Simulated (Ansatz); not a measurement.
**Computed properties of Zn$_{2}$SnO$_{4}$**

Zn2SnO4:
```yaml
crystal:
  lattice:
    - [0.00000, 4.31826, 4.31826]
    - [4.31826, 0.00000, 4.31826]
    - [4.31826, 4.31826, 0.00000]
  atoms:
    - { symbol: Zn, position: [0.62500, 0.62500, 0.62500] }
    - { symbol: Zn, position: [0.12500, 0.62500, 0.62500] }
    - { symbol: Zn, position: [0.62500, 0.12500, 0.62500] }
    - { symbol: Zn, position: [0.62500, 0.62500, 0.12500] }
    - { symbol: Sn, position: [0.25000, 0.25000, 0.25000] }
    - { symbol: Sn, position: [0.00000, 0.00000, 0.00000] }
    - { symbol: O, position: [0.86753, 0.86753, 0.86753] }
    - { symbol: O, position: [0.39742, 0.86753, 0.86753] }
    - { symbol: O, position: [0.86753, 0.39742, 0.86753] }
    - { symbol: O, position: [0.86753, 0.86753, 0.39742] }
    - { symbol: O, position: [0.38247, 0.38247, 0.38247] }
    - { symbol: O, position: [0.85258, 0.38247, 0.38247] }
    - { symbol: O, position: [0.38247, 0.85258, 0.38247] }
    - { symbol: O, position: [0.38247, 0.38247, 0.85258] }
```

Space group Fd-3m (No. 227), spinel; conventional cell a = b = c = 8.637 Å, α = β = γ = 90.00°.

Method: PBEsol (plane waves, PAW; program Ansatz). The cell and atoms are relaxed at this level. Other levels are named where they apply.

### Cell and energy

- Volume per atom = 11.50 Å³
- Density = 6.46 g/cm³
- Formation energy from the elements (no fitted shifts) = -1.43 eV/atom

### Electronic structure

Band gap: 0.44 eV (direct)
Valence-band maximum: at Γ
Conduction-band minimum: at Γ
Electron effective mass: 0.17 mₑ (isotropic)
Electron effective mass with spin–orbit coupling: 0.17 mₑ (isotropic)
Hole effective mass, band 1 of 2 at the edge: 8.1 along [100], 2.8 along [110], 1.7 along [111] (mₑ)
Hole effective mass, band 2 of 2 at the edge: 0.93 along [100], 1.2 along [110], 1.7 along [111] (mₑ)
Hole effective mass with spin–orbit coupling, band 1 of 2 at the edge: 7.7 along [100], 2.8 along [110], 1.8 along [111] (mₑ)
Hole effective mass with spin–orbit coupling, band 2 of 2 at the edge: 0.93 along [100], 1.2 along [110], 1.5 along [111] (mₑ)
HSE06 gap on the PBEsol cell: 2.26 eV
Gap with spin–orbit coupling: 0.44 eV

### Mechanics

- Bulk modulus (Birch–Murnaghan fit): 168 GPa
- Pressure derivative B′: 4.6
- Elastic constants (relaxed ions, GPa): C11 = 202, C12 = 151, C44 = 75.1
- Mechanical stability: stable (all eigenvalues of C positive)
- Hill bulk and shear moduli: 168 and 48.7 GPa
- Young's modulus: 133 GPa
- Poisson's ratio: 0.37
- Debye temperature from the elastic constants: 408 K

### Phonons

- Highest zone-centre frequency (without LO–TO term): 672 cm⁻¹
- Zone-centre stability: no imaginary mode at Γ

The cell is a constructed one: a structure type filled with these elements; the Crystallography Open Database copy checked does not list it. Its standing as an ambient phase is unchecked. Symmetry was held in the PBEsol relaxation. The references are the lowest solids computed at this level, not always the standard phases (solids in place of the gases). Spin–orbit coupling is left out wherever it is not named.

Potentials: the earlier of the program's two PAW sets. The files were generated under PBE; for other functionals the program regenerates the frozen cores, and for LDA and PBEsol the local potential too.
